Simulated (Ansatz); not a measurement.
GaSiSnN, first-principles data

GaSiSnN:
```yaml
crystal:
  lattice:
    - [1.90079, 1.09742, 6.23596]
    - [-1.90079, 1.09742, 6.23596]
    - [0.00000, -2.19485, 6.23596]
  atoms:
    - { symbol: Ga, position: [0.01155, 0.01155, 0.01155] }
    - { symbol: N, position: [0.11943, 0.11943, 0.11943] }
    - { symbol: Sn, position: [0.48952, 0.48952, 0.48952] }
    - { symbol: Si, position: [0.62954, 0.62954, 0.62954] }
```

Space group R3m (No. 160); conventional cell a = b = 3.8016 Å, c = 18.7079 Å, α = β = 90.00°, γ = 120.00°.

Method: plane-wave PAW PBE (Ansatz code). Geometry: relaxed at this level of theory. Other levels are named where they apply.

**Cell and energy**

```
Quantity                                                     Result
-----------------------------------------------------  ------------
Volume per atom                                            19.51 Å³
Density                                                  4.90 g/cm³
Formation energy from the elements (no fitted shifts)  0.33 eV/atom
```

**Electronic structure**

```
Quantity                                                                    Result
------------------------------------  --------------------------------------------
Electronic character                                             metallic (no gap)
Density of states at the Fermi level  0.37 states/eV per atom (mean over ±0.08 eV)
```

The start of the workflow was typed in or built on a structure type; neither database checked (COD, Materials Project) lists it. Whether it is the stable phase at ambient conditions was not checked. Symmetry was held in the PBE relaxation; its stability against distortions is not shown here. Its formation energy is positive at this level, so the cell may be metastable or incomplete. The references are the lowest solids computed at this level, not always the standard phases (solids in place of the gases). Scalar-relativistic: spin–orbit coupling is off unless named, which matters more the heavier the elements.

Potentials: the earlier of the program's two PAW sets.
